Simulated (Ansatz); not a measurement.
C (diamond)

```
C
1.0
    0.00000     3.56027     3.56027
    1.78014     0.00000     1.78014
    1.78014     1.78014     0.00000
C
4
Direct
  0.25000   0.50000   0.50000
  0.75000   0.50000   0.50000
  0.37500   0.75000   0.75000
  0.87500   0.75000   0.75000
```

In this cell atom 3 (C, nearest neighbour C at 1.542 Å; its periodic images, 2.5 Å or more away, move with it) is moved by u·(0.707, 0.707, 0.000) + v·(0.000, 0.000, 1.000); the rest is frozen.

These are r2SCAN (plane waves to 500 eV, PAW, scalar-relativistic; Ansatz, a quantum-chemistry and plane-wave program) values and carry that method's errors. k mesh 13×13×13 (Γ-centred), Fermi-Dirac smearing 0.05 eV. The energy includes the smearing's −TS. Points where atoms come too close for the PAW data are left out (x in tables, blank in figures). As the smearing reaches across the gap at some points, energies and forces of such displacements shift with the k mesh and the smearing. C was relaxed with its symmetry unable to fall. The PAW data are Ansatz's earlier set. The zero of ΔE is the undisplaced structure. Axes are in Å.

```tsv
ΔE (meV/cell)	u = -0.390	u = -0.260	u = -0.130	u = 0.000	u = 0.130	u = 0.260	u = 0.390
v = -0.390	x	x	3710	2940	3710	x	x
v = -0.260	x	3909	?	1393	?	3909	x
v = -0.130	4475	2217	822	359	822	2217	4475
v = 0.000	2801	1306	330	0	330	1306	2801
v = 0.130	2140	1207	574	355	574	1207	2140
v = 0.260	2328	1820	1484	1365	1484	1820	2328
v = 0.390	?	2937	2880	2867	2880	2937	?
```

What belongs in the gaps?


- v = -0.260, u = -0.130: 2010
- v = -0.260, u = 0.130: 2010
- v = 0.390, u = -0.390: 3118
- v = 0.390, u = 0.390: 3118

(For displaced atoms, the force is minus the slope of the energy, and its curvature is a force constant, which sets phonon frequencies.)
